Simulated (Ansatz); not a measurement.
## K$_{4}$AsP$_{2}$, a known structure type with other elements, at an estimated volume

```
CELL_PARAMETERS angstrom
2.79203 4.83594 0.00000
-2.79203 4.83594 0.00000
0.00000 -3.22396 8.85449
ATOMIC_POSITIONS crystal
K 0.38910 0.38910 0.16730
K 0.61090 0.61090 0.83270
As 0.00000 0.00000 0.00000
P 0.08830 0.08830 0.26490
P 0.91170 0.91170 0.73510
K 0.20800 0.20800 0.62400
K 0.79200 0.79200 0.37600
```

Method: r2SCAN, no spin polarisation; PAW, plane waves to 500 eV, 7×7×7 Γ-centred mesh, gaussian occupations (width 0.0548 eV) (Ansatz 0.2.0), atoms fixed.

Charges: Bader charges in e: K +0.73 to +0.77, As -0.65, P -1.17. In the mean K gives up most and P takes most.
Forces: The largest is on K1 (and as large on other atoms): 0.21 eV/Å, components (0.00, 0.00, -0.21). It makes 105° with the line to a nearest neighbour, P4 at 3.34 Å.
At the Fermi level: It is a metal, with about 9.7 states/eV a cell as the mean within 0.25 eV of the Fermi level, mostly P p (56 %) and As p (28 %).
Stress: The pressure is 0.2 GPa (compression positive), so with the atoms held at these fractions the cell is close to zero pressure. The principal stresses -0.2, -0.2, 1.0 GPa differ, so its shape would change too.
Formation energy: -0.23 eV an atom against the elements' usual phases (free molecules for gases, crystals otherwise, with no correction for O₂ or N₂), so it is bound against them; other compounds may still compete. Relaxing would lower it.

Origin: a known structure type with other elements, at an estimated volume, so it need not be a known compound. Caveats: many states at the Fermi level without spin polarisation, so a magnetic state may lie lower; the Fermi level lies in a narrow band between gaps, which spin or distortion may split.
